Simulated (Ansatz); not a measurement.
Here is the system:

Relaxed Ba3PbO (anti-perovskite):

```xyz
5
Lattice="5.4131 0.0000 0.0000 0.0000 5.4131 0.0000 0.0000 0.0000 5.4131" Properties=species:S:1:pos:R:3 pbc="T T T"
Ba     2.7066     0.0000     2.7066
Ba     0.0000     2.7066     2.7066
Ba     2.7066     2.7066     0.0000
Pb     0.0000     0.0000     0.0000
O      2.7066     2.7066     2.7066
```

Scan: atom 1 (Ba, nearest neighbour O at 2.707 Å; its periodic images, 5.4 Å or more away, move with it) is displaced along Cartesian [111], direction (0.577, 0.577, 0.577) in Cartesian axes, by s. The other atoms stay.

Computed with PBEsol (plane waves to 420 eV, PAW, scalar-relativistic; Ansatz, a first-principles code). k mesh 7×7×7 (Γ-centred), Fermi-Dirac smearing 0.05 eV. The energy includes the smearing's −TS. Left out: 2 of 11 points, with atoms too close for the PAW data. With partly filled bands, energies and forces of such displacements shift with the k mesh and the smearing. At this level the bands of Ba3PbO touch or barely overlap. Ba3PbO was relaxed with its symmetry unable to fall. Spin-orbit coupling is left out, though Pb is heavy. The zero of ΔE is the undisplaced structure.

The scan covers s from -0.648 to 0.648 Å in 9 points.

Problem. Is this a single well or a double well?

Solution. A single well with its minimum at or next to zero displacement.

Problem. Is the energy the same for equal positive and negative displacements?

Solution. Even: the same for both signs. With its periodic images moving along, the atom's site symmetry in this cell is 4/mmm.

Problem. What force acts on the atom along the line at s = -0.648 Å?

Solution. 2.11 eV/Å.

Problem. What is the force constant k = d²E/ds² of this move at s = 0?

Solution. 2.54 eV/Å².

(A displaced cell: forces are minus the slopes of the energy, force constants its curvatures, and phonons follow from these.)
